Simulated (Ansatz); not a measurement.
Values for one crystal, relaxed and computed with the program Ansatz at the r²SCAN level (PAW); other levels are named.

| Item | Value |
|---|---|
| Volume per atom | 12.80 Å³ |
| Electronic character | metallic (no gap) |
| Debye temperature from the elastic constants | 236 K |
| Bulk modulus (Birch–Murnaghan fit) | 2770 kbar |
| Young's modulus | 97.4 GPa |
| Mechanical stability | stable (all eigenvalues of C positive) |
| Density of states at the Fermi level | 0.52 states/eV per atom (mean over ±0.08 eV) |

Task: Which of these materials gives this?
(A) Lu2C, R-3m (Lu on 6c, C on 3b)
(B) SiC, rock salt
(C) LuNiC2, Amm2 (Lu on 2a, Ni on 2b, C on 4e)
(D) WC, zinc blende

Result: D, WC, zinc blende

Space group F-43m (zinc blende). The start of the workflow was typed in or built on a structure type; neither database checked (COD, Materials Project) lists it. It is not the phase usual at ambient conditions (space group No. 187). The r²SCAN relaxation kept the symmetry of its start; whether a distortion lowers the energy is not shown. No spin polarisation was allowed. Its formation energy is positive at this level, so the cell may be metastable or incomplete. As this level gives no gap, shear constants depend on the k-mesh and smearing (Fermi–Dirac, 0.1 eV here). Spin–orbit coupling is left out wherever it is not named.

Potentials: the later of the program's two PAW sets.
